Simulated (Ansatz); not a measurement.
All numbers below come from Ansatz, DFT PBE, scalar-relativistic, plane waves, PAW. Settings: cutoff 420 eV, Γ-centred meshes spaced at most about 0.3 Å⁻¹, and about 0.25 Å⁻¹ or finer for metals (2π included), Gaussian smearing. No spin polarisation in the final relaxations.

These are static total energies at zero pressure. All come from trial cells, and lower structures may exist.

Question: These unrelaxed guesses for TiW₂ are each relaxed within their symmetry. Order them by the energy at which they end, lowest first.
A.

```
Ti W
1.0
    -1.59750    1.59750    4.79250
     1.59750   -1.59750    4.79250
     1.59750    1.59750   -4.79250
Ti W
1 2
Direct
  0.50000 0.50000 0.00000
  0.83333 0.83333 0.00000
  0.16667 0.16667 0.00000
```

B.

```
Ti W
1.0
     2.81808    0.00000    0.00000
    -1.40904    2.44053    0.00000
     0.00000    0.00000   14.22646
Ti W
2 4
Direct
  0.33333 0.66667 0.75000
  0.66667 0.33333 0.25000
  0.33333 0.66667 0.08333
  0.33333 0.66667 0.41667
  0.66667 0.33333 0.91667
  0.66667 0.33333 0.58333
```

C.

```
Ti W
1.0
     2.84642    0.00000    0.00000
    -1.42321    2.46507    0.00000
     0.00000    0.00000    6.97228
Ti W
1 2
Direct
  0.00000 0.00000 0.50000
  0.33333 0.66667 0.16667
  0.66667 0.33333 0.83333
```

Answer: A (ends in I4/mmm, MoSi2 (C11b) type, 0 meV/atom), C (ends in P-3m1, 0.36 eV/atom), B (ends in P6_3/mmc, 0.43 eV/atom).

Spin–orbit coupling, which can matter for W, is left out. A magnetic state wasn't ruled out in cells without spin, among them P6_3/mmc. Cells relaxed within their symmetry can be saddle points. Some types were kept out of the candidates beforehand, so the set may lack a known form.
